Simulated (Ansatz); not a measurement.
Zone-centre phonons of YPd₃ at 2 GPa: input and output

Theory: Ansatz 0.2.0, DFT LDA, scalar-relativistic, plane waves, PAW.

Launched with:
```bash
ansatz run input.yaml --threads 1 --pin off --max-ram 3072MiB --backend cpu --events-out ev --progress --plain --runs-dir out
```

Input (bare energies are in eV):
```yaml
crystal:
  lattice:
    - [4.0003885697, 0.0, 0.0]
    - [0.0, 4.0003885697, 0.0]
    - [0.0, 0.0, 4.0003885697]
  atoms:
    - { symbol: "Y", position: [0.0, 0.0, 0.0] }
    - { symbol: Pd, position: [0.0, 0.5, 0.5] }
    - { symbol: Pd, position: [0.5, 0.0, 0.5] }
    - { symbol: Pd, position: [0.5, 0.5, 0.0] }
basis:
  ecutwfc: 420
kpoints:
  mp_grid: { grid: [10, 10, 10] }
hamiltonian:
  xc: lda
scf:
  occupations: { method: fermi_dirac, width: 0.15 }
output:
  eigenvalues: true
phonons:
  method: dfpt
  eigenvectors: true
```

The end of the output:
```
--- Phonons (Γ-DFPT): 3 representative perturbations + reference, on 216 of 1000 k-points (Σ response iterations 9) ---
  k mesh reduced under 8 symmetry operations, with k and −k counted as one. Each operation leaves every solved displacement unchanged or reverses it
  ASR residual: 4.910e-5 → 0.000e0 eV/Å²; symmetrization residual: 1.784e-5 eV/Å²
  ASR residual per site (eV/Å²): 2.10e-5 4.91e-5 4.91e-5 4.91e-5
  Γ frequencies (cm⁻¹): 0.00 0.00 0.00 137.13 137.13 137.13 146.79 146.79 146.79 204.75 204.75 204.75
  non-analytic LO–TO correction: not included (Born effective charges unavailable; polar crystals: no LO–TO splitting at Γ)
```

It took 4.4 min on 1 thread of Intel(R) Xeon(R) Platinum 8259CL CPU @ 2.50GHz (Skylake/Cascade Lake), on a shared host, peak memory 1.7 GiB.

In a metal, frequencies and elastic constants depend on the k mesh and the smearing, soft modes and shear constants most.